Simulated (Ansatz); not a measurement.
ScCu (CsCl type)

```
ScCu
1.0
    6.33192     0.00000     0.00000
    0.00000     3.16596     0.00000
    0.00000     0.00000     3.16596
Sc Cu
2 2
Cartesian
  1.58298   1.58298   1.58298
  4.74894   1.58298   1.58298
  0.00000   0.00000   0.00000
  3.16596   0.00000   0.00000
```

The atoms are displaced by Q × the pattern below (from a DFPT mode at X = (0.5, 0.0, 0.0), largest move 1; Q in Å), at fixed cell. It is one choice among 2 degenerate patterns. (q is in reciprocal vectors of the primitive cell; the cell shown is doubled to hold the pattern.)

```
atom      x      y       z
----  -----  -----  ------
Sc1   0.000  0.000   1.000
Sc2   0.000  0.000  -1.000
```

Atoms not listed stay in place.

Calculation: LDA (plane waves to 420 eV, PAW, scalar-relativistic; Ansatz, a program for electronic structure). k mesh 8×15×15 (Γ-centred), Fermi-Dirac smearing 0.05 eV. With partly filled bands, energies and forces of such displacements shift with the k mesh and the smearing. ScCu is run without spin polarisation. ScCu was relaxed with its symmetry unable to fall. The relaxed volume of ScCu is well below the measured one. 

| Q (Å) | −dE/dQ from forces (eV/Å) |
|---|---|
| -0.100 | 0.790 |
| -0.083 | 0.658 |
| -0.067 | 0.527 |
| -0.050 | 0.395 |
| -0.033 | 0.264 |
| -0.017 | 0.132 |
| 0.000 | 0.000 |
| 0.017 | -0.132 |
| 0.033 | -0.264 |
| 0.050 | -0.395 |
| 0.067 | -0.527 |
| 0.083 | -0.658 |
| 0.100 | -0.790 |

Q: What harmonic wavenumber does the curvature at Q = 0 give?

A: 155 cm⁻¹. E″ = 7.91 eV/Å², M = Σ mᵢ|uᵢ|² = 89.9 u, ν̃ = 521.5·√(|E″|/M).

(For displaced atoms, the force is minus the slope of the energy, and its curvature is a force constant, which sets phonon frequencies.)
